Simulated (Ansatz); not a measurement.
**Trial structures of BPd₄: starts and ends**

Method: Ansatz, DFT PBE, scalar-relativistic, plane waves, PAW. Settings: cutoff 420 eV, Γ-centred meshes spaced at most about 0.3 Å⁻¹, and about 0.25 Å⁻¹ or finer for metals (2π included), Gaussian smearing. No spin polarisation in the final relaxations.

Each guess was relaxed in cell and atoms at zero pressure, within the symmetry of its start. All energies are static (0 K, no zero-point motion). Coordination counts Pd atoms around B (those within 1.25 times the shortest such distance or 1.15 times the sum of covalent radii; a plus sign parts nearer from farther groups).

```
guess                 made from  start group  V start (Å³/atom)  end group  V end (Å³/atom)  coordination at the end  gap on mesh (eV)  E over the lowest end (meV/atom)
    1               random cell        Im-3m               15.6      Im-3m             14.9                      B 8                 0                               202
    2               random cell       P6/mmm               14.8          ?                ?                        ?                 ?                                 ?
    3               random cell         P3m1               13.5      P-6m2             14.3                      B 6                 0                                 0
    4  a Materials Project cell         Pmm2               14.8       Pmm2             14.7                      B 5                 0                                92
```

Guess 2 as it starts:

```cif
data_structure
_symmetry_space_group_name_H-M 'P 1'
_symmetry_Int_Tables_number 1
_cell_length_a 5.0162
_cell_length_b 5.0162
_cell_length_c 3.4023
_cell_angle_alpha 90.000
_cell_angle_beta 90.000
_cell_angle_gamma 120.000
_cell_volume 74.14
loop_
_atom_site_label
_atom_site_type_symbol
_atom_site_fract_x
_atom_site_fract_y
_atom_site_fract_z
_atom_site_occupancy
B1 B 0.00000 0.00000 0.00000 1
Pd1 Pd 0.00000 0.00000 0.50000 1
Pd2 Pd 0.50000 0.00000 0.00000 1
Pd3 Pd 0.00000 0.50000 0.00000 1
Pd4 Pd 0.50000 0.50000 0.00000 1
```

Question: Predict the end of this guess and its energy over the lowest end.

Answer: It ends in space group P6/mmm (No. 191), with a = 5.037 Å, c = 3.938 Å, 17.3 Å³/atom and no gap. It lies 0.61 eV/atom over the lowest end, above guess 1 and so the highest of the set. Counting Pd atoms around B, this end has B 2+6 and the lowest (guess 3) has B 6.

```yaml
crystal:
  lattice:
    - [5.03747, 0.00000, 0.00000]
    - [-2.51874, 4.36258, 0.00000]
    - [0.00000, 0.00000, 3.93831]
  atoms:
    - { symbol: B, position: [0.00000, 0.00000, 0.00000] }
    - { symbol: Pd, position: [0.00000, 0.00000, 0.50000] }
    - { symbol: Pd, position: [0.50000, 0.00000, 0.00000] }
    - { symbol: Pd, position: [0.00000, 0.50000, 0.00000] }
    - { symbol: Pd, position: [0.50000, 0.50000, 0.00000] }
```

The zero of energy is the elements' standard structures at the same level; no fitted shifts are applied.

Question: Is the lowest end bound against the elements?

Answer: Yes: its formation energy is −0.09 eV/atom. It lies below the elements, which doesn't yet make it stable against other compounds or structures.

Cells relaxed within their symmetry can be saddle points. Some types were kept out of the candidates beforehand, so the set may lack a known form.
